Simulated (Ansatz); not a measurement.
# NbSn: relaxation of cell and atoms

Theory: DFT, PBE, PAW with Ansatz's default frozen-core files, scalar-relativistic in Ansatz 0.2.0.

Command: `ansatz run input.yaml --threads 1 --pin off --max-ram 2048MiB --backend cpu --events-out ev --progress --plain --runs-dir out` The run took 52 s on 1 thread of Intel(R) Xeon(R) Platinum 8375C CPU @ 2.90GHz (Ice Lake) (shared host), peak memory 0.57 GiB.

```yaml
crystal:
  lattice:
    - [1.4617453927, -0.8439390959, 4.7750349494]
    - [0.0, 1.6878781919, 4.7750349494]
    - [-1.4617453927, -0.8439390959, 4.7750349494]
  atoms:
    - { symbol: Nb, position: [0.0, 0.0, 0.0] }
    - { symbol: Sn, position: [0.5, 0.5, 0.5] }
kpoints:
  mp_grid: { grid: [16, 16, 16] }
scf:
  occupations: { method: fermi_dirac, width: 0.03 }
hamiltonian:
  xc: pbe
  pseudopotentials: { kind: paw }
output:
  forces: true
  stress: true
relax:
  f_tol: 0.005
  max_steps: 80
  cell: {}
```

Spin polarisation is left out, and whether a magnetic state lies lower isn't shown here.

No spin–orbit coupling, which matters for the heavy atoms here.

The cell is built from the L11 type as a first guess.

The cutoff is 420 eV; energies and pressures of the walk include the program's estimate of the Pulay term.

Each frame lists the cell vectors (Å), then Cartesian positions (Å); symmetry keeps all forces zero. Free energies count from the first step, -10575.8125 eV.

The walk took 6 evaluations in all; steps that aren't listed are left out.

Step 1: E = 0.0 meV, P = 25.34 GPa

```
cell 1.4617 -0.8439 4.7750 0.0000 1.6879 4.7750 -1.4617 -0.8439 4.7750
Nb    0.0000    0.0000    0.0000
Sn    0.0000    0.0000    7.1626
```

Step 2: E = -410.1 meV, P = 3.50 GPa

```
cell 1.5332 -0.8852 4.8771 0.0000 1.7704 4.8771 -1.5332 -0.8852 4.8771
Nb    0.0000    0.0000    0.0000
Sn    0.0000    0.0000    7.3156
```

Step 3:

```
cell 1.5566 -0.8987 4.8241 0.0000 1.7974 4.8241 -1.5566 -0.8987 4.8241
Nb    0.0000    0.0000    0.0000
Sn    0.0000    0.0000    7.2361
```

Step 4: E = -450.2 meV, P = 0.02 GPa

```
cell 1.5696 -0.9062 4.7749 0.0000 1.8124 4.7749 -1.5696 -0.9062 4.7749
Nb    0.0000    0.0000    0.0000
Sn    0.0000    0.0000    7.1624
```

Give the energy, pressure of step 3.

E = -443.4 meV, P = 0.79 GPa
```
Nb    0.0000    0.0000    0.0000
Sn    0.0000    0.0000    7.2361
```

How does the relaxation end?

It converges, with a = 3.145 Å, b = 3.145 Å, c = 14.274 Å, α = 90.00°, β = 90.00°, γ = 120.00° (conventional cell, space group R-3m). The last solve (on a basis chosen afresh for the final cell, so its energy is not quite comparable) gives E = -452.9 meV, P = 0.02 GPa:
```
cell 1.5725 -0.9079 4.7581 0.0000 1.8158 4.7581 -1.5725 -0.9079 4.7581
Nb    0.0000    0.0000    0.0000
Sn    0.0000    0.0000    7.1372
```
